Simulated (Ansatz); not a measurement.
Here is the system:

Lu (hcp, Mg type)

```yaml
crystal:
  lattice:
    - [3.50442, 0.00000, 0.00000]
    - [-1.75221, 3.03492, 0.00000]
    - [0.00000, 0.00000, 5.45153]
  atoms:
    - { symbol: Lu, position: [0.33333, 0.66667, 0.75000] }
    - { symbol: Lu, position: [0.66667, 0.33333, 0.25000] }
```

In this cell atom 1 (Lu, nearest neighbour Lu at 3.395 Å; its periodic images, 3.5 Å or more away, move with it) is moved by s along Cartesian [110], unit vector (0.707, 0.707, 0.000); all other atoms and the cell stay fixed.

The numbers are results of r2SCAN (plane waves to 500 eV, PAW, scalar-relativistic; Ansatz, a first-principles code), not measurements. k mesh 12×12×7 (Γ-centred), Fermi-Dirac smearing 0.05 eV. E stands for the smeared free energy. With partly filled bands, energies and forces of such displacements shift with the k mesh and the smearing. Lu is run without spin polarisation. Lu was relaxed with its symmetry unable to fall. The PAW data are Ansatz's earlier set. ΔE is measured from the undisplaced structure.

The scan covers s from -0.340 to 0.340 Å in 11 points.

### Question
Is this a single well or a double well?

### Answer
A single well with its minimum at or next to zero displacement.

### Question
Is the energy the same for displacements of ±0.340 Å, and if not, which side lies higher?

### Answer
Not even: the negative side lies higher at ±0.340 Å. With its periodic images moving along, the atom's site symmetry in this cell is -6m2.

### Question
What is the force constant k = d²E/ds² of this move at s = 0?

### Answer
1.51 eV/Å².

(A displaced cell: forces are minus the slopes of the energy, force constants its curvatures, and phonons follow from these.)
